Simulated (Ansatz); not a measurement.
**BiSb (R3m), a film clamped to a substrate**

Level of theory: DFT r2SCAN, scalar-relativistic, plane waves, PAW in Ansatz 0.2.0. Settings: plane waves to 500 eV, k-mesh 9×9×9 (Γ-centred), Gaussian smearing 0.03 eV. Spin–orbit coupling is left out, which matters for the heavy elements here. No spin polarisation. Energies are free energies at this smearing, counted from the undisturbed cell; pressure is positive in compression.

The undisturbed cell (as given, not relaxed at this level; it stands at -0.1 GPa, and it needn't be the usual structure):

```yaml
crystal:
  lattice:
    - [2.22630, 1.28535, 3.97515]
    - [-2.22630, 1.28535, 3.97515]
    - [0.00000, -2.57070, 3.97515]
  atoms:
    - { symbol: Sb, position: [0.76803, 0.76803, 0.76803] }
    - { symbol: Bi, position: [0.23197, 0.23197, 0.23197] }
```

The cell (2 atoms, V0 = 68.25 Å³) is strained by p along both x and y and by q along z, fractional coordinates fixed. τp = (1/V0) ∂E/∂p = (σxx + σyy)(1 + p)(1 + q) and τq = (1/V0) ∂E/∂q = σzz(1 + p)², with tension positive.

```
     p q  ΔE (meV/atom)  τp (GPa)  τq (GPa)
 0.000   0.000           0.00      0.15      0.06
-0.030   0.000          25.14     -8.34     -2.33
 0.030   0.000          23.41      6.91      1.90
 0.000  -0.030           5.45     -2.07     -1.80
 0.000   0.030           5.64      2.13      1.67
```

Q: Get the second derivatives of the energy density.

A: Central differences give A = ∂τp/∂p = 254 GPa (C11 + C22 + 2 C12), C = ∂τq/∂q = 58 GPa (C33) and the cross term B = ∂τq/∂p = 70 GPa (C13 + C23); ∂τp/∂q = 70 GPa must equal B, and any difference shows higher-order terms. Steps this large leave an error of some per cent of A or C in all of these, which can swamp a small B. The ions are clamped.

Q: A film of this crystal grows with z along the normal on a substrate that imposes p. How does its thickness respond, and what does the misfit cost?

A: Count p and q from the stress-free cell. A free surface needs τq = 0, so q = −(B/C) p = -1.21 p. The energy density left is (A − B²/C) p²/2 = M p², with the biaxial modulus M = 84 GPa; a misfit of 1 % costs 1.80 meV/atom, against 2.71 meV/atom if the thickness were held.

Forces appear on the atoms along this scan, and letting them relax would lower the energy and soften the response. The gap closes along the scan, which can put kinks into the curve.